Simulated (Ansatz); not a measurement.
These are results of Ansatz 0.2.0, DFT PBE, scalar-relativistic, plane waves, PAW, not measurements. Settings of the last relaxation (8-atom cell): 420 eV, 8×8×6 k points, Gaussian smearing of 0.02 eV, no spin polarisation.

Formation energies are uncorrected and count from the elements' standard states at the same level.

Task: Propose a candidate for a monoclinic semiconductor that holds S and 2 more elements, with a gap near 0.6 eV, a formation energy near −0.44 eV/atom and a density near 5.1 g/cm³, in a cell of 8 atoms.

Result: Sn4SeS3, space group Cm (No. 8). Sn on its first site is surrounded by 1 S at 2.62 Å, 2 Se at 2.89 Å and 2 Se at 3.11 Å; around Sn on its second site lie 2 S at 2.73 Å, 1 Se at 2.76 Å and 2 S at 3.32 Å; around Se lie 3 Sn at 2.76–2.89 Å and 2 Sn at 3.11 Å; S on its first site is surrounded by 3 Sn at 2.62–2.73 Å; 4 more sites not described.

Space group Cm (No. 8). a = 24.037 Å, b = 4.120 Å, c = 4.339 Å, α = 90.00°, β = 99.65°, γ = 90.00°
| atom | site | symmetry | x | y | z |
| --- | --- | --- | --- | --- | --- |
| Sn | 2a | m | 0.9425 | 0.0000 | 0.8241 |
| Sn | 2a | m | 0.5666 | 0.0000 | 0.3847 |
| Sn | 2a | m | 0.6900 | 0.0000 | 0.0104 |
| Sn | 2a | m | 0.8119 | 0.5000 | 0.6248 |
| Se | 2a | m | 0.9513 | 0.5000 | 0.3667 |
| S | 2a | m | 0.5529 | 0.5000 | 0.9665 |
| S | 2a | m | 0.7026 | 0.5000 | 0.6176 |
| S | 2a | m | 0.7989 | 0.0000 | 0.2051 |

| Quantity | Value |
| --- | --- |
| Volume per atom | 26.5 Å³ |
| Density | 5.1 g/cm³ |
| Energy over the elements | −0.438 eV/atom |
| Gap on the 8×8×6 mesh of the 8-atom cell | 0.63 eV |

The structure comes from a generated guess, relaxed at this level; another structure or a mixture of phases may lie lower. The answer needn't be unique; the calculation gave this one.

No dispersion correction is applied, so the spacing and binding between layers, chains or molecules are poorly described. Kohn–Sham gaps at this level usually fall short of measured ones. The reference forms of S and Se are held partly by dispersion forces, which this level lacks. A later test with randomly moved atoms came back to the same energy, though modes that don't fit the test's cell weren't probed.
